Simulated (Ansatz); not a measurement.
BaTiO3 (P4mm), relaxed with r²SCAN (Ansatz, an electronic-structure program, plane waves, PAW): a = b = 3.9719 Å, c = 4.1141 Å, α = β = γ = 90.00°.

* **gap (eV)**: 2.23
* **ΔH_f (eV/atom)**: -3.38
* **B₀ by P(V) fit (GPa)**: 111
* **electron conductivity mass (mₑ)**: 0.67

Task: The same phase is relaxed and computed with PBEsol in the same code. What are the cell and these values now?

Result: a = b = 3.9553 Å, c = 4.0445 Å, α = β = γ = 90.00°.

* **gap (eV)**: 1.85
* **ΔH_f (eV/atom)**: -3.18
* **B₀ by P(V) fit (GPa)**: 122
* **electron conductivity mass (mₑ)**: 0.59

All cells were relaxed under the symmetry of their starts (and spin orders); stability against distortions was not tested throughout. Rows with no word on spin ran without spin polarisation. Scalar-relativistic: spin–orbit coupling is off unless named, which matters more the heavier the elements.

Potentials: the later of the program's two PAW sets.

Ansatz is a plane-wave DFT program.

Formation energies count from the lowest solids of the elements computed at the same level, not from gases.
